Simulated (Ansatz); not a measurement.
Relaxed-ion elastic tensor of AlNi (CsCl type, space group No. 221) in GPa (Voigt order), the program Ansatz at the r²SCAN level (PAW); density 6.06 g/cm³, 11.74 Å³ per atom.

```
231  149  149  0.0  0.0  0.0
149  231  149  0.0  0.0  0.0
149  149  231  0.0  0.0  0.0
0.0  0.0  0.0  135  0.0  0.0
0.0  0.0  0.0  0.0  135  0.0
0.0  0.0  0.0  0.0  0.0  135
```

Question: Is the crystal mechanically stable?

Answer: Yes: the smallest eigenvalue of C is 82.5 GPa.

Question: Work out the Voigt, Reuss and Hill averages.

Answer: K_V = 176, K_R = 176, K_H = 176; G_V = 97.3, G_R = 70.7, G_H = 84.0 GPa.

Question: Give Young's modulus, Poisson's ratio, Pugh's ratio and the universal anisotropy index.

Answer: E = 9KG/(3K + G) = 217 GPa; ν = 0.29; K/G = 2.10 (ductile by the Pugh limit of 1.75); A_U = 5G_V/G_R + K_V/K_R − 6 = 1.89.

Question: Estimate the sound speeds and the Debye temperature.

Answer: v_l = √((K + 4G/3)/ρ) = 6900 m/s, v_t = √(G/ρ) = 3720 m/s, mean 4160 m/s; Θ = (h/k)(3n/4πV)^(1/3) v_m = 544 K.

Question: Give the Zener ratio and Young's modulus along [100], [110] and [111].

Answer: A = 2C44/(C11 − C12) = 3.27; 1/E = S11 − 2(S11 − S12 − S44/2)Γ with Γ = 0, 1/4, 1/3 gives 115, 222, 322 GPa.

Space group Pm-3m (CsCl type). Symmetry was held in the r²SCAN relaxation; of distortions, only those at the zone centre were tested. The workflow began spin-polarised and lost its moments. As this level gives no gap, shear constants depend on the k-mesh and smearing (Fermi–Dirac, 0.1 eV here).

Potentials: the later of the program's two PAW sets.
